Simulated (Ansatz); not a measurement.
CsPbBr3 (cubic perovskite)

```
CELL_PARAMETERS angstrom
      6.00308     0.00000     0.00000
      0.00000     6.00308     0.00000
      0.00000     0.00000     6.00308
ATOMIC_POSITIONS crystal
  Cs 0.00000 0.00000 0.00000
  Pb 0.50000 0.50000 0.50000
  Br 0.00000 0.50000 0.50000
  Br 0.50000 0.50000 0.00000
  Br 0.50000 0.00000 0.50000
```

The relaxed cell is deformed in two ways at once: its volume V is scaled, and at that volume it is stretched along z (the c axis of the conventional cell) so that c/a changes. Fractional atomic positions are held.

Computed with PBE (plane waves to 420 eV, PAW, scalar-relativistic; Ansatz, an electronic-structure program). k mesh 6×6×6 (Γ-centred), Fermi-Dirac smearing 0.05 eV. Stress and pressure are positive under compression. CsPbBr3 was relaxed with its symmetry unable to fall. Spin-orbit coupling is left out, though Pb is heavy. This is a high-temperature form of CsPbBr3.

Changes of σxx (GPa) from the point V/V₀ = 1.000, (c/a)/(c/a)₀ = 1.000 when one coordinate moves alone (two changes are said to add if the coupling is within 5 % of the smaller one, nearly so within 20 %):

```
point                               change
----------------------------------  ------
V/V₀ = 1.000, (c/a)/(c/a)₀ = 0.920  -0.853
V/V₀ = 1.000, (c/a)/(c/a)₀ = 0.960  -0.452
V/V₀ = 0.920, (c/a)/(c/a)₀ = 1.000   1.880
V/V₀ = 0.960, (c/a)/(c/a)₀ = 1.000   0.833
V/V₀ = 1.040, (c/a)/(c/a)₀ = 1.000  -0.662
V/V₀ = 1.080, (c/a)/(c/a)₀ = 1.000  -1.189
V/V₀ = 1.000, (c/a)/(c/a)₀ = 1.040   0.505
V/V₀ = 1.000, (c/a)/(c/a)₀ = 1.080   1.064
```

Do the two effects add at V/V₀ = 0.960, (c/a)/(c/a)₀ = 0.960? Give the computed change.

The sum of the single changes is 0.833 + (-0.452) = 0.381; the calculation gives 0.287, so the coupling contributes -0.094 (over 20 % of the smaller single change, not additive).

What is the change at V/V₀ = 0.920, (c/a)/(c/a)₀ = 1.080, where both move, and how far is it from the sum?

The sum of the single changes is 1.880 + (1.064) = 2.944; the calculation gives 3.401, so the coupling contributes 0.457 (over 20 % of the smaller single change, not additive).

Do the two effects add at V/V₀ = 1.080, (c/a)/(c/a)₀ = 1.040? Give the computed change.

The sum of the single changes is -1.189 + (0.505) = -0.684; the calculation gives -0.840, so the coupling contributes -0.156 (over 20 % of the smaller single change, not additive).

(A scan under strain: stresses follow from slopes of the energy per volume, elastic moduli from its curvatures.)
